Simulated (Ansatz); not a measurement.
CdTe, first-principles data

CdTe:
```xyz
4
Lattice="4.6320 0.0000 0.0000 -2.3160 4.0114 0.0000 0.0000 0.0000 7.5953" Properties=species:S:1:pos:R:3 pbc="T T T"
Cd     0.0000     2.6743     0.0022
Cd     2.3160     1.3371     3.7998
Te     0.0000     2.6743     2.8461
Te     2.3160     1.3371     6.6437
```

Space group P6_3mc (No. 186), wurtzite; conventional cell a = 4.6320 Å, b = 4.6320 Å, c = 7.5953 Å, α = 90.00°, β = 90.00°, γ = 120.00°.

Method: plane-wave PAW r²SCAN (Ansatz code). The cell and atoms are relaxed at this level. Other levels are named where they apply.

Cell and energy:

- Volume per atom: 35.28 Å³
- Density: 5.65 g/cm³
- Formation energy from the elements (no fitted shifts): -55 kJ/mol of atoms

Electronic structure:

Band gap: 1.21 eV (direct)
Valence-band maximum: at Γ
Conduction-band minimum: at Γ
Electron effective mass: 0.086, 0.098, 0.098 mₑ (principal values)
Electron effective mass with spin–orbit coupling: 0.080, 0.090, 0.090 mₑ (principal values)
Hole effective mass, band 1 of 2 at the edge: 1.2 along x, 1.2 along z (mₑ)
Hole effective mass, band 2 of 2 at the edge: 0.094 along x, 1.2 along z (mₑ)
Hole effective mass with spin–orbit coupling: 0.14, 0.14, 1.2 mₑ (principal values)
HSE06 gap on the r²SCAN cell: 1.55 eV
Gap with spin–orbit coupling: 0.95 eV

Mechanics:

- Bulk modulus (Birch–Murnaghan fit) = 40.1 GPa
- Pressure derivative B′ = 4.6

Charges:

- Bader charges = Cd +0.62, Te -0.62 e

The first step of the workflow began from a Materials Project structure, measured or hypothetical; the Crystallography Open Database copy checked does not list it. It is not the phase usual at ambient conditions (space group No. 216). The r²SCAN relaxation kept the symmetry of its start; whether a distortion lowers the energy is not shown. The references are the lowest solids computed at this level, not always the standard phases. Scalar-relativistic: spin–orbit coupling is off unless named, which matters more the heavier the elements.

Potentials: the later of the program's two PAW sets.
